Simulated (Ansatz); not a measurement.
**Zone-centre phonons of SnAs at 3 GPa: input and output**

These are results of DFT LDA, scalar-relativistic, plane waves, PAW (Ansatz 0.2.0), not measurements.

Launched with:
```bash
ansatz run input.yaml --threads 1 --pin off --max-ram 3072MiB --backend cpu --events-out ev --progress --plain --runs-dir out
```

Input (bare energies are in eV):
```yaml
crystal:
  lattice:
    - [0.0, 2.802152302, 2.802152302]
    - [2.802152302, 0.0, 2.802152302]
    - [2.802152302, 2.802152302, 0.0]
  atoms:
    - { symbol: Sn, position: [0.0, 0.0, 0.0] }
    - { symbol: As, position: [0.5, 0.5, 0.5] }
basis:
  ecutwfc: 420
kpoints:
  mp_grid: { grid: [14, 14, 14] }
hamiltonian:
  xc: lda
scf:
  occupations: { method: fermi_dirac, width: 0.15 }
output:
  eigenvalues: true
phonons:
  method: dfpt
  eigenvectors: true
```

Results section of the output:
```
--- Phonons (Γ-DFPT): 2 representative perturbations + reference, on 244 of 2744 k-points (Σ response iterations 6) ---
  k mesh reduced under 8 symmetry operations, with k and −k counted as one. Each operation leaves every solved perturbation unchanged. A smaller set is not used because it would not reduce the number of displacements ...
  ASR residual: 6.240e-5 → 0.000e0 eV/Å²; symmetrization residual: 7.799e-6 eV/Å²
  ASR residual per site (eV/Å²): 2.35e-5 6.24e-5
  Γ frequencies (cm⁻¹): 0.00 0.00 0.00 113.89 113.89 113.89
  non-analytic LO–TO correction: not included (Born effective charges unavailable; polar crystals: no LO–TO splitting at Γ)
```

The run took 64 s on 1 thread of Arm Neoverse V1, with other jobs on the host, peak memory 0.87 GiB.

In a metal, frequencies and elastic constants depend on the k mesh and the smearing, soft modes and shear constants most.